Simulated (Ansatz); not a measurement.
## Computed properties of Sn₅Se₈

Sn5Se8:
```
Sn5Se8
1.0
    7.90881     0.00000     0.00000
   -3.95440     6.84923     0.00000
    0.00000     0.00000     7.23759
Sn Se
5 8
Direct
  0.00000   0.00000   0.00000
  0.50000   0.50000   0.00000
  0.50000   0.00000   0.00000
  0.00000   0.50000   0.00000
  0.00000   0.00000   0.50000
  0.32911   0.16455   0.22786
  0.66667   0.33333   0.78182
  0.83545   0.67089   0.22786
  0.16455   0.83545   0.77214
  0.83545   0.16455   0.22786
  0.16455   0.32911   0.77214
  0.33333   0.66667   0.21818
  0.67089   0.83545   0.77214
```

Space group P-3m1 (No. 164); conventional cell a = 7.909 Å, b = 7.909 Å, c = 7.238 Å, α = 90.00°, β = 90.00°, γ = 120.00°.

Method: PBE in the plane-wave PAW code Ansatz. Structure relaxed to zero pressure with the same functional. Other levels are named where they apply.

### Cell and energy

| Property | Result |
|---|---|
| Volume per atom | 30.16 Å³ |
| Density | 5.19 g/cm³ |
| Formation energy from the elements (no fitted shifts) | -0.33 eV/atom |

### Electronic structure

| Item | Result |
|---|---|
| Electronic character | metallic (no gap) |
| Density of states at the Fermi level | 0.39 states/eV per atom (mean over ±0.08 eV) |

The start of the workflow was typed in or built on a structure type; neither database checked (COD, Materials Project) lists it. Whether it is the stable phase at ambient conditions was not checked. The cell was relaxed with PBE under the symmetry of its start; whether a distortion lowers the energy is not shown. The references are the lowest solids computed at this level, not always the standard phases. Scalar-relativistic: spin–orbit coupling is off unless named, which matters more the heavier the elements.

Potentials: the earlier of the program's two PAW sets.
